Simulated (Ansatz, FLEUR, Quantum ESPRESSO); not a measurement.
# HfIn4SiO6: 4 runs at one level of theory

```
Hf In Si O
1.0
     5.69867    0.00381    0.01559
    -0.70506    6.10815   -0.00575
    -2.73718   -1.39557    6.63076
Hf In Si O
1 4 1 6
Cartesian
  0.2972 -0.0900 0.8831
  -0.4860 5.0863 4.8335
  2.9601 -0.6377 3.2997
  -0.4663 2.2403 3.5350
  2.4974 2.6606 1.3677
  2.2933 1.4988 5.6832
  0.7088 1.2617 5.2639
  3.2588 1.4387 4.3619
  5.4139 1.6003 0.0368
  2.4594 2.8937 6.5395
  -0.6297 -0.1526 2.6118
  2.1007 0.3624 1.4524
```

The cell comes from a database or a generator and needn't be the stable form of this composition.

Alike in all runs: task band structure; functional PBE; k mesh 3 × 3 × 2; occupations fermi-dirac, width 0.05 eV; no spin polarisation; no spin-orbit coupling. Pressure is positive in compression and, in plane waves, holds the error of the finite cutoff. Gaps are the smaller of the mesh's and the band path's.

```tsv
program and potentials	plane-wave cutoff (eV)	notes	band gap (eV)	pressure (GPa)	largest force (eV/Å)
Quantum ESPRESSO, PseudoDojo 0.4.1 SR PBE standard	1143	8.67 valence electrons an atom on average	0.99	-0.32	0.198
FLEUR, all-electron, FLAPW	-	-	1.00	-	-
Ansatz, all-electron LAPW, scalar-relativistic	-	-	1.00	0.03	0.023
Quantum ESPRESSO, SG15 PBE 1.2	1197	9.83 valence electrons an atom on average	0.99	0.31	0.172
```

Force on atom 12 (O), eV/Å:

```csv
program and potentials,x,y,z
"Quantum ESPRESSO, PseudoDojo 0.4.1 SR PBE standard",-0.176,-0.045,-0.079
"Ansatz, all-electron LAPW, scalar-relativistic",-0.005,0.007,-0.013
"Quantum ESPRESSO, SG15 PBE 1.2",-0.016,-0.023,-0.052
```

The band gap spans 0.99 (Quantum ESPRESSO, SG15 PBE 1.2) to 1.00 eV (Ansatz, all-electron LAPW, scalar-relativistic), with all-electron results at 1.00. The pressure spans -0.32 (Quantum ESPRESSO, PseudoDojo 0.4.1 SR PBE standard) to 0.31 GPa (Quantum ESPRESSO, SG15 PBE 1.2), with all-electron results at 0.03. The paths' points differ, which is worth about 0.01 eV. The k mesh is coarse, so the values compare programs but aren't converged.

The functional is the same throughout but for its coding, so the spread measures potentials, basis and numerics; runs on potential files found faulty are left out.
